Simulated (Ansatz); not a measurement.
BiSe:
```
CELL_PARAMETERS angstrom
      4.17744     0.00000     0.00000
     -2.08872     3.61777     0.00000
      0.00000     0.00000    22.33200
ATOMIC_POSITIONS crystal
  Bi 0.66667 0.33333 0.46015
  Bi 0.33333 0.66667 0.53985
  Bi 0.66667 0.33333 0.71455
  Bi 0.33333 0.66667 0.28545
  Bi 0.00000 0.00000 0.87987
  Bi 0.00000 0.00000 0.12013
  Se 0.00000 0.00000 0.64483
  Se 0.00000 0.00000 0.35517
  Se 0.66667 0.33333 0.20400
  Se 0.33333 0.66667 0.79600
  Se 0.66667 0.33333 0.94766
  Se 0.33333 0.66667 0.05234
```

Relaxed with LDA. Special points in fractions of this cell's reciprocal vectors: Γ (0.000, 0.000, 0.000); M (0.500, 0.000, 0.000); K (0.333, 0.333, 0.000); A (0.000, 0.000, 0.500); L (0.500, 0.000, 0.500); H (0.333, 0.333, 0.500).

Question: List the band energies nearest the Fermi level at these points for LDA (plane waves, PAW; program Ansatz).

Answer: In eV from the Fermi level; about four levels below and three above (degenerate sets whole), none deeper than 8.9 eV; points with the same levels are listed once.

```
k                    below                above
-  -----------------------  -------------------
Γ  -1.80 -0.88 -0.71 -0.16       0.11 0.11 0.66
M  -1.81 -1.41 -1.19 -1.06       0.62 0.73 1.44
K  -1.53 -1.39 -1.30 -1.30       1.35 1.42 1.42
A  -1.77 -0.95 -0.60 -0.24  0.13 0.13 0.62 0.62
L  -1.87 -1.28 -1.14 -0.68       0.16 0.85 1.21
H  -2.10 -1.02 -1.02 -1.02       1.10 1.15 1.15
```

Space group P-3m1. The workflow started from a Materials Project entry (that database holds measured and hypothetical structures alike); the Crystallography Open Database copy checked does not list it. COD files the formula under space group No. 12, 225. Its standing as an ambient phase is unchecked. Symmetry was held in the LDA relaxation; whether a distortion lowers the energy is not shown. A crystal of weakly bound layers computed without a dispersion correction: the cell and the soft elastic constants depend strongly on that. Spin–orbit coupling is left out wherever it is not named.

Potentials: the later of the program's two PAW sets.
